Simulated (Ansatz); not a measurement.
The relaxed structure here is a generated cell of ZrN: the first start was made by placing the elements on the sites of a structure type, and the end was not matched to a known phase here, so it may be hypothetical. Known forms of ZrN include space group No. 225.

One stationary structure of ZrN. Space group Amm2 (No. 38). The numbers are results of PBEsol (plane waves to 420 eV, PAW, scalar-relativistic; Ansatz, a program for electronic structure), not measurements.

```cif
data_N6Zr6
_chemical_formula_sum 'Zr6 N6'
_space_group_name_H-M_alt 'Amm2'
_space_group_IT_number 38
_space_group_name_Hall 'A 2 -2'
_cell_length_a 3.11871
_cell_length_b 5.89960
_cell_length_c 10.15853
_cell_angle_alpha 90.000
_cell_angle_beta 90.000
_cell_angle_gamma 90.000
loop_
_atom_site_label
_atom_site_type_symbol
_atom_site_symmetry_multiplicity
_atom_site_Wyckoff_symbol
_atom_site_fract_x
_atom_site_fract_y
_atom_site_fract_z
_atom_site_occupancy
Zr1 Zr 2 a 0.00000 0.00000 0.48520 1
Zr2 Zr 4 d 0.00000 0.23927 0.22513 1
N1 N 2 a 0.00000 0.00000 0.08960 1
N2 N 2 b 0.50000 0.50000 0.15610 1
N3 N 2 b 0.50000 0.50000 0.83603 1
```
(The calculation used a cell of 6 atoms; values per cell refer to that cell.)

```yaml
volume_per_atom: 15.58 Å³
band_gap: no gap (metallic)
shortest_distances: N–Zr 1.97 Å; Zr–Zr 2.82 Å; N–N 2.95 Å
k-mesh: 15×9×9
```

Band energies at high-symmetry points (eV from the Fermi level; labels of this space group; no spin-orbit coupling), from −5 eV up to 2.3 eV:

| point | energies |
|---|---|
| Γ | -3.73 -3.39 -3.39 -3.29 -2.54 -2.36 -1.38 -0.69 -0.38 0.90 1.70 |
| Y | -4.62 -4.39 -4.03 -3.64 -3.50 -3.18 -1.68 -1.36 -0.11 0.66 0.68 1.88 2.17 |
| C0 | -4.77 -4.61 -4.39 -4.10 -3.99 -3.66 -2.82 -1.36 -1.20 -0.99 0.01 1.60 1.64 |
| Σ0 | -4.77 -4.61 -4.39 -4.10 -3.99 -3.66 -2.82 -1.36 -1.20 -0.99 0.01 1.60 1.64 |
| Z | -3.84 -3.24 -3.21 -3.05 -2.99 -2.89 -0.89 0.44 0.57 1.34 1.77 1.93 |
| A0 | -4.91 -4.41 -4.32 -3.34 -2.93 -2.39 -0.05 0.69 0.87 1.79 1.83 |
| E0 | -4.91 -4.41 -4.32 -3.34 -2.93 -2.39 -0.05 0.69 0.87 1.79 1.83 |
| T | -4.96 -4.83 -4.29 -4.19 -3.33 -3.06 -2.39 0.61 0.76 0.77 1.87 2.08 2.18 2.21 |

No spin polarisation in the result. The relaxed primitive cell holds an odd number of electrons. A magnetic state may lie lower.

The run could not lose the symmetry of its start: the end is stationary, and may be a saddle point rather than a minimum.

It was reached from a disturbed copy of a P6/mmm (No. 191) cell, against which it lies -0.16 eV/atom.
